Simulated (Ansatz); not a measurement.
**TaRu: frozen-core PAW against all-electron methods**

```
CELL_PARAMETERS angstrom
2.99068 0.00000 0.00000
0.00000 2.99068 0.00000
0.00000 0.00000 3.31982
ATOMIC_POSITIONS crystal
Ta 0.50000 0.50000 0.50000
Ru 0.00000 0.00000 0.00000
```

Atoms are numbered in the order listed.

The cell comes from COD entry 1523017, which wasn't checked; take it as a given geometry. The listed cell was then made from it by scaling, straining or moving an atom.

Spin polarisation is left out, and whether a magnetic state lies lower isn't shown here.

No spin–orbit coupling, which matters for the heavy atoms here.

All numbers are computed: DFT, LDA, PAW with Ansatz's default frozen-core files, scalar-relativistic (Ansatz 0.2.0); DFT, LDA, all-electron LAPW, scalar-relativistic (Ansatz 0.2.0).

For PAW: a Γ-centred 11×11×10 k mesh, Fermi–Dirac smearing of 0.05 eV, cutoff 420 eV, no spin polarisation; the PAW files were made with PBE, and the program remakes their frozen cores for this functional. LAPW targets a basis error of 0.5 meV/atom. The Ansatz runs share mesh, smearing and spin set-up. Plane-wave (PAW) pressures include the program's estimate of the Pulay term.

Stress and pressure are positive in compression.

The change that made this cell: volume scaled by 0.94.

PAW results:

```json
{"quantity": "pressure (GPa)", "PAW": "6.68"}
{"quantity": "stress xx (GPa)", "PAW": "6.57"}
{"quantity": "stress zz (GPa)", "PAW": "6.90"}
```

What does full-potential LAPW give for the same quantities?


| quantity | LAPW |
| --- | --- |
| pressure (GPa) | 6.75 |
| stress xx (GPa) | 6.62 |
| stress zz (GPa) | 7.00 |
